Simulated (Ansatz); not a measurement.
Space group Fd-3m:1 (No. 227). a = 8.671 Å, b = 8.671 Å, c = 8.671 Å, α = 90.00°, β = 90.00°, γ = 90.00°
```csv
atom,site,symmetry,x,y,z
Li,16d,.-3m,0.1250,0.6250,0.1250
Ca,8a,-43m,0.5000,0.0000,0.5000
```

Equation of state of this Li2Ca structure (not necessarily the ground state), with shape and atoms relaxed at each volume where symmetry leaves them free. It has no gap at any of these volumes. All numbers below come from Ansatz 0.2.0, DFT PBEsol, scalar-relativistic, plane waves, PAW.

Plane waves to 420 eV, a k mesh through Γ of 8×8×8 on the computed 6-atom cell and Gaussian smearing (0.10 eV); no spin polarisation.

```
V (Å³/atom) E − E(largest V) (meV/atom) P (GPa)
     23.900                        13.21     2.64
     24.715                         1.79     1.85
     25.530                        -5.87     1.16
     26.345                       -10.22     0.55
     27.160                       -11.69     0.02
     27.974                       -10.63    -0.44
     28.789                        -7.35    -0.85
     29.876                         0.00    -1.31
```

Q: Fit a third-order Birch–Murnaghan equation to E(V).

A: V0 = 27.21 Å³/atom, B0 = 16 GPa, B0' = 3.4.

Cost: 8 runs of about 1.2 core-minutes in all, on Arm Neoverse V1 (shared hosts).